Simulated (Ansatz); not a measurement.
Input and command of a plane-wave DFT calculation in Ansatz:

```yaml
crystal:
  lattice:
    - [3.8909081014, 0.0, 0.0]
    - [0.0, 3.8909081014, 0.0]
    - [0.0, 0.0, 3.8909081014]
  atoms:
    - { symbol: Ga, position: [0.0, 0.5, 0.5] }
    - { symbol: Ga, position: [0.5, 0.0, 0.5] }
    - { symbol: Ga, position: [0.5, 0.5, 0.0] }
    - { symbol: O, position: [0.0, 0.0, 0.0] }
basis:
  ecutwfc: 420
kpoints:
  mp_grid: { grid: [6, 6, 6] }
hamiltonian:
  xc: pbe
scf:
  occupations: { method: gaussian, width: 0.1 }
  lower_state_search: "off"
output:
  forces: true
  stress: true
  eigenvalues: true
```

```bash
ansatz run input.yaml --threads 1 --pin off --max-ram 2560MiB --backend cpu --events-out ev --progress --plain --runs-dir out
```

Processor: Arm Neoverse V1, 1 thread, on a host shared with other jobs.

Problem. Estimate time, memory and problem size.

Solution. About 2.1 s on 1 thread of Arm Neoverse V1 (shared host), peak memory 0.31 GiB. It solves 27 bands at 20 k points (the mesh reduced by the symmetry that the task leaves, which can be less than the crystal's) with about 1189 plane waves, in 7 SCF iterations.
